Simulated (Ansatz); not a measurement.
Sc:
```
Sc
1.0
    0.00000     2.31650     2.31650
    2.31650     0.00000     2.31650
    2.31650     2.31650     0.00000
Sc
1
Direct
  0.00000   0.00000   0.00000
```

Relaxed with r²SCAN+D4. Special points in fractions of this cell's reciprocal vectors: Γ (0.000, 0.000, 0.000); X (0.500, 0.000, 0.500); U (0.625, 0.250, 0.625); K (0.375, 0.375, 0.750); L (0.500, 0.500, 0.500); W (0.500, 0.250, 0.750).

Task: List the band energies nearest the Fermi level at these points for r²SCAN+D4 (plane waves, PAW; program Ansatz).

Result: In eV from the Fermi level; about four levels below and three above (degenerate sets whole), none deeper than 8.9 eV; points with the same levels are listed once.

| k | below | above |
|---|---|---|
| Γ | -5.54 | 1.78 1.78 1.78 |
| X | -1.55 -0.57 | 1.84 4.11 4.33 4.33 |
| U | -0.83 -0.39 | 0.86 3.19 3.97 |
| L | -1.81 | 0.03 1.67 1.67 |
| W | -0.67 | 0.23 0.23 2.71 |

Space group Fm-3m (fcc (Cu type)). The workflow started from an entry of the Crystallography Open Database (COD), which files this formula under 2 space groups. It is not the phase usual at ambient conditions (space group No. 194). The cell was relaxed with r²SCAN+D4 under the symmetry of its start; its stability against distortions is not shown here. No spin polarisation was allowed. The pairwise dispersion correction was not fitted to metals.

Potentials: the later of the program's two PAW sets.
